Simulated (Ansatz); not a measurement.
Values for one crystal, relaxed and computed with DFT-r²SCAN in the program Ansatz with PAW potentials; other levels are named.

| Property | Result |
|---|---|
| Volume per atom | 41.30 Å³ |
| Electronic character | metallic (no gap) |
| Mechanical stability | unstable (C has a negative eigenvalue) |
| Elastic constants (relaxed ions, GPa) | C11 = -27.3, C12 = 30.2, C44 = -175 |
| Gap with spin–orbit coupling | none (metallic) |
| Density of states at the Fermi level | 1.9 states/eV per atom (mean over ±0.08 eV) |

### Question
Which of these materials gives this?
A) Sn, diamond
B) Ir, diamond
C) Y, diamond
D) V, diamond

### Answer
C, Y, diamond

Space group Fd-3m (diamond). The start of the workflow was typed in or built on a structure type; neither database checked (COD, Materials Project) lists it. It is not the phase usual at ambient conditions (space group No. 194). The cell was relaxed with r²SCAN under the symmetry of its start. No spin polarisation was allowed. The volume moved by -21 % from the start of the relaxation. As this level gives no gap, shear constants depend on the k-mesh and smearing (Fermi–Dirac, 0.1 eV here). Spin–orbit coupling is left out wherever it is not named.

Potentials: the earlier of the program's two PAW sets.
